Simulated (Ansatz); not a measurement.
LaGeO in space group P4/nmm (No. 129; La on 2c, Ge on 2a, O on 2c), DFT-PBEsol in the program Ansatz with PAW potentials, all energies at zero smearing, with the estimated change up to a 700 eV cutoff added, with one set of potentials and settings (totals compare only within such a set). Cell of 6 atoms (2 La, 2 Ge, 2 O): -21958.857 eV.

```tsv
element	reference phase	E (eV/atom)
La	P6_3/mmc, 4 atoms in the cell	-6161.4715
Ge	Fd-3m, 2 atoms in the cell	-4253.5039
O	C2/m, 4 atoms in the cell, spin-polarised	-558.3609
```

Formation energy per atom, worked out: (-21958.857 − 2×(-6161.4715) − 2×(-4253.5039) − 2×(-558.3609))/6 = -2.031 eV/atom (-196 kJ per mol of atoms), at 0 K, without zero-point energy or fitted corrections.

The start of the workflow was typed in or built on a structure type; neither database checked (COD, Materials Project) lists it. Its standing as an ambient phase is unchecked. Symmetry was held in the PBEsol relaxation; phonons show weakly imaginary modes. The references are the lowest solids computed at this level, not always the standard phases (solids in place of the gases). Spin–orbit coupling is left out wherever it is not named.

Potentials: the earlier of the program's two PAW sets. The files were generated under PBE; for other functionals the program regenerates the frozen cores, and for LDA and PBEsol the local potential too.
